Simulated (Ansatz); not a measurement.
**Compressing MnS: a fit and a missing row**

MnS, F-43m, a = 5.647 Å. This isn't the usual stable structure of the compound. Ansatz: r2SCAN, PAW, 500 eV, Γ-centred 12×12×12 mesh on 2 atoms, Gaussian smearing 0.02 eV; collinear spin, largest moment 4.3 μB. Symmetry fixes shape and atoms, so the cell is only scaled; pressure is positive in compression.

```tsv
V (Å³/atom)	P (GPa)
21.156	?
21.831	2.17
22.506	0.02
23.181	-1.81
23.856	-3.37
```

Q: Take V0 = 22.506 Å³/atom, count pressures from its P0 = 0.02 GPa, fit the third-order Birch–Murnaghan form to the other rows, and predict the missing pressure.

A: With the Eulerian strain f = ½[(V0/V)^(2/3) − 1] and y = (P − P0)/[3f(1 + 2f)^(5/2)], the form is the line y = B0 + 1.5 B0 (B0′ − 4) f. Rows (f, y): 0.01025, 66.5; -0.00975, 65.7; -0.01905, 65.4. Means f = -0.006183, y = 65.867; Σ(Δf)² = 0.0004483, ΣΔfΔy = 0.01701; the slope is their ratio. y = 66.10 + 37.93 f GPa, so B0 = 66.1 GPa and B0′ = 4 + 2 × (37.93)/(3 × 66.10) = 4.38. At V = 21.156, f = 0.02105, y = 66.90 and P = 4.70 GPa. The run gave 4.67 GPa, so the fit is 0.03 GPa too high, a small miss on the scale of the series. The form still works here, 33 % of the fitted range beyond its end.

The state reached may not be the lowest one. The cell holds one magnetic atom, so it can only be ferromagnetic; an antiferromagnetic order may lie lower.